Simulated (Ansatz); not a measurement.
Relaxed-ion elastic tensor of Al2Pt (fluorite or antifluorite type, Fm-3m) in GPa (Voigt order), DFT-PBE in the program Ansatz with PAW potentials; density 7.87 g/cm³, 17.52 Å³ per atom.

```
 172   108   108   0.0   0.0   0.0
 108   172   108   0.0   0.0   0.0
 108   108   172   0.0   0.0   0.0
 0.0   0.0   0.0  44.6   0.0   0.0
 0.0   0.0   0.0   0.0  44.6   0.0
 0.0   0.0   0.0   0.0   0.0  44.6
```

Is the crystal mechanically stable?

Yes: the smallest eigenvalue of C is 44.6 GPa.

Work out the Voigt, Reuss and Hill averages.

K_V = 129, K_R = 129, K_H = 129; G_V = 39.5, G_R = 38.4, G_H = 39.0 GPa.

Give Young's modulus, Poisson's ratio, Pugh's ratio and the universal anisotropy index.

E = 9KG/(3K + G) = 106 GPa; ν = 0.36; K/G = 3.32 (ductile by the Pugh limit of 1.75); A_U = 5G_V/G_R + K_V/K_R − 6 = 0.14.

Estimate the sound speeds and the Debye temperature.

v_l = √((K + 4G/3)/ρ) = 4800 m/s, v_t = √(G/ρ) = 2220 m/s, mean 2510 m/s; Θ = (h/k)(3n/4πV)^(1/3) v_m = 287 K.

Give the Zener ratio and Young's modulus along [100], [110] and [111].

A = 2C44/(C11 − C12) = 1.40; 1/E = S11 − 2(S11 − S12 − S44/2)Γ with Γ = 0, 1/4, 1/3 gives 88.3, 110, 120 GPa.

Solve the Christoffel equation for the three sound speeds along [100], [110], [111].

Eigenvalues of C_ijkl n_j n_l equal ρv². In km/s, slowest first: [100] 2.38, 2.38, 4.67; [110] 2.01, 2.38, 4.84; [111] 2.14, 2.14, 4.90.

The cell was relaxed with PBE under the symmetry of its start; phonons on a q-mesh show no instability. The run is not spin-polarised. As this level gives no gap, shear constants depend on the k-mesh and smearing (Fermi–Dirac, 0.1 eV here). Scalar-relativistic: spin–orbit coupling is off unless named, which matters more the heavier the elements.

Potentials: the later of the program's two PAW sets.
